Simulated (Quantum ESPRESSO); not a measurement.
## Band energies of BaCNSCl

```
BaCNSCl
1.0
    5.91309     0.00000     0.00000
    0.00000     4.68980     0.00000
   -1.34865     0.00000     8.80226
C N S Cl Ba
2 2 2 2 2
Direct
  0.39394   0.25000   0.84562
  0.60606   0.75000   0.15438
  0.57901   0.25000   0.80905
  0.42099   0.75000   0.19095
  0.85986   0.75000   0.10390
  0.14014   0.25000   0.89610
  0.74783   0.25000   0.45163
  0.25217   0.75000   0.54837
  0.78990   0.75000   0.69859
  0.21010   0.25000   0.30141
```

PBEsol (Quantum ESPRESSO, PseudoDojo norm-conserving, 84 Ry, scalar-relativistic); path ΓYHCEM1AXH1,MDZ,YD; energies in eV from the valence-band maximum.

```csv
k (1/Å),point,band 28,band 29,band 30,band 31,band 32,band 33,band 34,band 35
0.00,Γ,-1.09,-0.82,-0.67,-0.37,-0.33,4.22,4.41,4.56
0.00,Y,-1.09,-0.79,-0.66,-0.38,-0.36,4.11,4.28,4.64
0.24,,-1.32,-0.78,-0.74,-0.28,-0.18,4.18,4.29,4.78
0.49,H,-1.54,-0.86,-0.76,-0.14,-0.01,4.18,4.60,4.74
0.49,C,-1.54,-0.85,-0.76,-0.14,-0.01,4.19,4.61,4.74
0.94,,-1.32,-1.02,-0.87,-0.12,-0.03,4.29,4.40,4.58
1.16,E,-1.29,-0.99,-0.99,-0.09,-0.09,4.36,4.36,4.68
1.16,M1,-1.29,-0.99,-0.99,-0.09,-0.09,4.35,4.35,4.70
1.44,A,-1.31,-0.96,-0.96,-0.10,-0.10,4.42,4.42,4.62
1.61,,-1.32,-0.96,-0.89,-0.17,-0.05,4.34,4.51,4.64
1.94,,-1.46,-0.88,-0.80,-0.08,-0.06,4.24,4.56,4.64
2.11,X,-1.55,-0.86,-0.80,-0.09,0.00,4.15,4.63,4.79
2.11,H1,-1.54,-0.86,-0.76,-0.14,-0.01,4.18,4.60,4.74
2.80,M,-1.29,-0.99,-0.99,-0.09,-0.09,4.35,4.35,4.70
2.97,,-1.29,-0.96,-0.96,-0.21,-0.21,4.37,4.37,4.89
3.29,D,-1.44,-0.67,-0.67,-0.62,-0.62,4.39,4.39,5.42
3.65,Z,-1.43,-0.68,-0.68,-0.60,-0.60,4.37,4.37,5.37
3.65,Y,-1.09,-0.79,-0.66,-0.38,-0.36,4.11,4.28,4.64
3.78,,-1.13,-0.79,-0.65,-0.45,-0.33,4.10,4.34,4.76
4.05,,-1.38,-0.77,-0.62,-0.60,-0.45,4.20,4.54,4.83
4.32,D,-1.44,-0.67,-0.67,-0.62,-0.62,4.39,4.39,5.42
```

The PBEsol gap is 4.06 eV; at least one edge lies off the plotted path, at a point of the SCF mesh. The smallest direct gap is 4.15 eV. Another valence and conduction extremum on the path lies within 0.02 eV, too close to call.

Geometry of the Materials Project entry, not relaxed at this level.
